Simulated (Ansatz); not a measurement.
**Property card for Cd**

Cd:
```yaml
crystal:
  lattice:
    - [0.00000, 2.21596, 2.21596]
    - [2.21596, 0.00000, 2.21596]
    - [2.21596, 2.21596, 0.00000]
  atoms:
    - { symbol: Cd, position: [0.00000, 0.00000, 0.00000] }
```

Space group Fm-3m (No. 225), fcc (Cu type); conventional cell a = 4.4319 Å, b = 4.4319 Å, c = 4.4319 Å, α = 90.00°, β = 90.00°, γ = 90.00°.

Method: DFT-r²SCAN in the program Ansatz with PAW potentials. Geometry: relaxed at this level of theory. Other levels are named where they apply.

**Cell and energy**

| Item | Value |
|---|---|
| Volume per atom | 21.76 Å³ |
| Density | 8.58 g/cm³ |

**Electronic structure**

| Quantity | Value |
|---|---|
| Electronic character | metallic (no gap) |
| Density of states at the Fermi level | 0.35 states/eV per atom (mean over ±0.08 eV) |
| Gap with spin–orbit coupling | none (metallic) |

**Mechanics**

| Property | Value |
|---|---|
| Bulk modulus (Birch–Murnaghan fit) | 51.2 GPa |
| Pressure derivative B′ | 5.4 |
| Elastic constants (relaxed ions, GPa) | C11 = 78.4, C12 = 39.9, C44 = -5.6 |
| Mechanical stability | unstable (C has a negative eigenvalue) |

The cell is a constructed one: a structure type filled with these elements; the Crystallography Open Database copy checked does not list it. It is not the phase usual at ambient conditions (space group No. 194). The cell was relaxed with r²SCAN under the symmetry of its start. As this level gives no gap, shear constants depend on the k-mesh and smearing (Fermi–Dirac, 0.1 eV here). Scalar-relativistic: spin–orbit coupling is off unless named, which matters more the heavier the elements.

Potentials: the later of the program's two PAW sets.
